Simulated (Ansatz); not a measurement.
ZrCu2P2:
```xyz
5
Lattice="3.7998 0.0000 0.0000 -1.8999 3.2907 0.0000 0.0000 0.0000 6.1594" Properties=species:S:1:pos:R:3 pbc="T T T"
Zr     0.0000     0.0000     0.0000
Cu     1.8999     1.0969     2.2253
Cu     0.0000     2.1938     3.9340
P      1.8999     1.0969     4.6073
P      0.0000     2.1938     1.5521
```

Relaxed with r²SCAN. Special points in fractions of this cell's reciprocal vectors: Γ (0.000, 0.000, 0.000); M (0.500, 0.000, 0.000); K (0.333, 0.333, 0.000); A (0.000, 0.000, 0.500); L (0.500, 0.000, 0.500); H (0.333, 0.333, 0.500).

Task: List the band energies nearest the Fermi level at these points for plane-wave PAW r²SCAN (Ansatz code).

Result: In eV from the Fermi level; about four levels below and three above (degenerate sets whole), none deeper than 8.9 eV; points with the same levels are listed once.

| k | below | above |
|---|---|---|
| Γ | -3.42 -3.42 -1.99 -1.99 | 0.20 0.30 0.33 0.33 |
| M | -3.18 -2.54 -2.51 -1.87 | 0.66 2.20 2.63 |
| K | -3.32 -3.32 -2.70 -2.70 -1.44 | 1.36 2.28 2.28 |
| A | -1.96 -1.96 -1.89 -0.06 -0.06 | 0.48 0.48 1.51 |
| L | -3.09 -0.77 -0.64 -0.36 | 1.93 2.62 2.92 |
| H | -3.36 -3.36 -2.03 -1.99 -1.99 | 1.40 1.40 1.41 |

Space group P-3m1. The first step of the workflow began from a Materials Project structure, measured or hypothetical; the Crystallography Open Database copy checked does not list it. Whether it is the stable phase at ambient conditions was not checked. The cell was relaxed with r²SCAN under the symmetry of its start; whether a distortion lowers the energy is not shown. The run is not spin-polarised. Spin–orbit coupling is left out wherever it is not named.

Potentials: the later of the program's two PAW sets.
